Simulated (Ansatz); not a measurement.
ZrMo (CsCl type, Pm-3m) at seven volumes, PBE (plane waves, PAW; program Ansatz), scaled uniformly. One row is withheld.

| V (Å³/atom) | P (GPa) |
|---|---|
| 16.968 | 16.88 |
| 17.527 | 10.43 |
| 18.087 | 4.84 |
| 18.646 | 0.00 |
| 19.206 | -4.18 |
| 19.765 | -7.80 |
| 20.324 | ? |

Task: Fit the shown pressures and predict the withheld one.

Result: Third-order Birch–Murnaghan: P = (3/2)B₀(x^(7/2) − x^(5/2))[1 + (3/4)(B′ − 4)(x − 1)] with x = (V₀/V)^(2/3). Least squares on the six rows gives V₀ = 18.647 Å³/atom, B₀ = 149.7 GPa, B′ = 3.79. At V = 20.324, x = 0.9442 and P = -10.95 GPa. The run itself gave -10.93 GPa.

The start of the workflow was typed in or built on a structure type; neither database checked (COD, Materials Project) lists it. Its standing as an ambient phase is unchecked. The PBE relaxation kept the symmetry of its start; whether a distortion lowers the energy is not shown. The run is not spin-polarised.

Potentials: the later of the program's two PAW sets.
